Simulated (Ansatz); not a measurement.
Here is the system:

AlP:
```cif
data_AlP
_chemical_formula_sum 'Al1 P1'
_space_group_name_H-M_alt 'P 1'
_space_group_IT_number 1
_cell_length_a 3.84228
_cell_length_b 3.84228
_cell_length_c 3.84228
_cell_angle_alpha 60.000
_cell_angle_beta 60.000
_cell_angle_gamma 60.000
loop_
_space_group_symop_operation_xyz
  'x, y, z'
loop_
_atom_site_label
_atom_site_type_symbol
_atom_site_fract_x
_atom_site_fract_y
_atom_site_fract_z
_atom_site_occupancy
Al1 Al 0.00000 0.00000 0.00000 1
P1 P 0.25000 0.25000 0.25000 1
```

This is the LDA-relaxed structure.

Q: All from DFT-LDA in the program Ansatz with PAW potentials, unless another level is named. Give the band gap.

A: 1.42 eV (indirect).

Q: Give the electron effective mass.

A: 0.24, 0.24, 0.77 mₑ (principal values).

Q: And the weight of the valence-edge state by species (Voronoi cells)?

A: P 77 %, Al 23 %.

Space group F-43m (zinc blende). The LDA relaxation kept the symmetry of its start; phonons on a q-mesh show no instability.

Potentials: the earlier of the program's two PAW sets.
